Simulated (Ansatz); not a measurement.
# Mg$_{3}$CdTe$_{4}$ (P3m1) at 2 levels of theory

One geometry, relaxed with PBE; plane waves with PAW potentials in Ansatz, scalar-relativistic. No spin polarisation. Gaps are the least over mesh and band path; pressure is positive in compression.

```
Mg Cd Te
1.0
     4.62763    0.00000    0.00000
    -2.31381    4.00764    0.00000
     0.00000    0.00000   15.07170
Mg Cd Te
3 1 4
Direct
  0.66667 0.33333 0.49577
  0.66667 0.33333 0.99993
  0.00000 0.00000 0.24813
  0.00000 0.00000 0.74992
  0.66667 0.33333 0.18740
  0.66667 0.33333 0.68338
  0.00000 0.00000 0.43545
  0.00000 0.00000 0.94003
```

```csv
level,cutoff (eV),k mesh,gap (eV),pressure (GPa)
PBE,420,6×6×2,1.59,0.0
```

Question: What comes out on the same cell with r2SCAN?

Answer:
```json
{"level": "r2SCAN", "cutoff (eV)": "500", "k mesh": "6×6×2", "gap (eV)": "2.13", "pressure (GPa)": "-0.8"}
```

Spin-orbit coupling matters for the bands of heavy elements and is left out.

The structure comes from a generated guess; another structure or a mixture of phases may lie lower.
